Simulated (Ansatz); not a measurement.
Relaxed-ion elastic tensor of Hg (simple rhombohedral, R-3m) in GPa (Voigt order), PBE+D3(BJ) (plane waves, PAW; program Ansatz); density 13.34 g/cm³, 24.96 Å³ per atom.

|  | 1 | 2 | 3 | 4 | 5 | 6 |
|---|---|---|---|---|---|---|
| 1 | 28.8 | 19.9 | 31.9 | 7.2 | 0.0 | 0.0 |
| 2 | 19.9 | 28.8 | 31.9 | -7.2 | 0.0 | 0.0 |
| 3 | 31.9 | 31.9 | 50.8 | 0.0 | 0.0 | 0.0 |
| 4 | 7.2 | -7.2 | 0.0 | 7.7 | 0.0 | 0.0 |
| 5 | 0.0 | 0.0 | 0.0 | 0.0 | 7.7 | 7.2 |
| 6 | 0.0 | 0.0 | 0.0 | 0.0 | 7.2 | 4.5 |

Question: Is the crystal mechanically stable?

Answer: No: the smallest eigenvalue of C is -1.9 GPa.

The cell was relaxed with PBE+D3(BJ) under the symmetry of its start. At this level the phase is mechanically unstable. The substance is a gas or liquid at ambient conditions; this is its low-temperature solid. The pairwise dispersion correction was not fitted to metals. As this level gives no gap, shear constants depend on the k-mesh and smearing (Fermi–Dirac, 0.1 eV here). Spin–orbit coupling is left out wherever it is not named.

Potentials: the later of the program's two PAW sets.
